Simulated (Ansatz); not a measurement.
Consider the following.

Cu$_{3}$Au:
```cif
data_AuCu3
_chemical_formula_sum 'Cu3 Au1'
_space_group_name_H-M_alt 'Pm-3m'
_space_group_IT_number 221
_space_group_name_Hall '-P 4 2 3'
_cell_length_a 3.67155
_cell_length_b 3.67155
_cell_length_c 3.67155
_cell_angle_alpha 90.000
_cell_angle_beta 90.000
_cell_angle_gamma 90.000
loop_
_atom_site_label
_atom_site_type_symbol
_atom_site_symmetry_multiplicity
_atom_site_Wyckoff_symbol
_atom_site_fract_x
_atom_site_fract_y
_atom_site_fract_z
_atom_site_occupancy
Cu1 Cu 3 c 0.00000 0.50000 0.50000 1
Au1 Au 1 a 0.00000 0.00000 0.00000 1
```

This is the LDA-relaxed structure.

Q: All from plane-wave PAW LDA (Ansatz code), unless another level is named. Estimate the density of states at the Fermi level.

A: 0.25 states/eV per atom (mean over ±0.08 eV).

Q: And the formation energy from the elements (no fitted shifts)?

A: -0.041 eV/atom.

Symmetry was held in the LDA relaxation; of distortions, only those at the zone centre were tested. No spin polarisation was allowed. The references are the lowest solids computed at this level, not always the standard phases. Scalar-relativistic: spin–orbit coupling is off unless named, which matters more the heavier the elements.

Potentials: the later of the program's two PAW sets.
